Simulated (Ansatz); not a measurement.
The cell of InGa2N3 is invented: random cell by space group and Wyckoff sites (Pmmm, No. 47). Its size is a rough estimate.

```
In Ga N
1.0
     3.68550    0.00000    0.00000
     0.00000    4.08015    0.00000
     0.00000    0.00000    6.72718
In Ga N
1 2 3
Cartesian
  0.0000 2.0401 0.0000
  1.8427 2.0401 4.5440
  1.8427 2.0401 2.1832
  0.8805 0.0000 3.3636
  2.8050 0.0000 3.3636
  0.0000 2.0401 3.3636
```

The calculation used DFT PBE, scalar-relativistic, plane waves, PAW (Ansatz). Cutoff 420 eV, Gaussian smearing, Γ-centred meshes. Cell and atoms relax first on a coarse mesh and then on a finer one. In between, the cell is made exact in the group found at 0.06 Å. In metals the finer mesh still leaves noise of several meV/atom or more. The steps can't lower the symmetry of their start. No spin polarisation in the relaxation; trial moments died out in a coarse test.

A guess keeps its type if space group and coordination stay and the shape of the cell changes little (axis ratios within about 15 %, angles within 6°); the volume may change.

Task: Does this structure survive the relaxation?

Result: It doesn't keep its type. The symmetry stays Pmmm (No. 47). The volume per atom grows by 122.0 %, from 16.9 to 37.4 Å³. The shortest distance goes from 1.76 Å (N–N) to 1.09 Å (N–N). Counting neighbours within 15 % of an atom's shortest distance, the start has Ga 3, In 4, N 2/8 and the end Ga 2, In 6, N 1/4. In detail, at the end In has 4 Ga at 2.99 Å, 2 In at 3.42 Å and 2 N at 3.77 Å; Ga is surrounded by 2 N at 2.16 Å, 1 Ga at 2.63 Å and 2 In at 2.99 Å; N on a site of symmetry 2mm has 1 N at 1.09 Å; 1 more site not described.

```cif
data_structure
_symmetry_space_group_name_H-M 'P 1'
_symmetry_Int_Tables_number 1
_cell_length_a 3.4199
_cell_length_b 7.5446
_cell_length_c 8.7041
_cell_angle_alpha 90.000
_cell_angle_beta 90.000
_cell_angle_gamma 90.000
_cell_volume 224.58
loop_
_atom_site_label
_atom_site_type_symbol
_atom_site_fract_x
_atom_site_fract_y
_atom_site_fract_z
_atom_site_occupancy
In1 In 0.00000 0.00000 0.50000 1
Ga1 Ga 0.50000 0.32585 0.50000 1
Ga2 Ga 0.50000 0.67415 0.50000 1
N1 N 0.84036 0.50000 0.00000 1
N2 N 0.15964 0.50000 0.00000 1
N3 N 0.00000 0.50000 0.50000 1
```

The last run used a 12×6×6 mesh (in the run's order of axes) for its 6-atom cell and Gaussian smearing of 0.10 eV. Weakly bound directions are ill-defined at this level, which has no dispersion term. Symmetry constrained the relaxation, so the result can be a saddle point. Another cell of InGa2N3 relaxed alike, in Cmc2_1 (a Materials Project cell), lies 0.73 eV/atom lower, so this cell isn't the stable form at this level.

In counts of neighbours, a slash parts the counts of unlike sites.
